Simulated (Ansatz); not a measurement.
ZnCdS2 in space group P3m1 (No. 156; Zn on 1a, Cd on 1b, S on 1b, S on 1a), the program Ansatz at the PBE level (PAW), all energies at zero smearing, with the estimated change up to a 700 eV cutoff added, with one set of potentials and settings (totals compare only within such a set). Cell of 4 atoms (1 Zn, 1 Cd, 2 S): -13380.440 eV.

```json
[
 {"element": "Zn", "reference phase": "C2/m, 3 atoms in the cell", "E (eV/atom)": "-3319.0295"},
 {"element": "Cd", "reference phase": "P6_3/mmc, 2 atoms in the cell", "E (eV/atom)": "-8254.4547"},
 {"element": "S", "reference phase": "Fddd, 32 atoms in the cell", "E (eV/atom)": "-902.0599"}
]
```

Formation energy per atom, worked out: (-13380.440 − 1×(-3319.0295) − 1×(-8254.4547) − 2×(-902.0599))/4 = -0.709 eV/atom (-68 kJ per mol of atoms), at 0 K, without zero-point energy or fitted corrections.

The first step of the workflow began from a Materials Project structure, measured or hypothetical; the Crystallography Open Database copy checked does not list it. Its standing as an ambient phase is unchecked. The cell was relaxed with PBE under the symmetry of its start; its stability against distortions is not shown here. The references are the lowest solids computed at this level, not always the standard phases.

Potentials: the later of the program's two PAW sets.
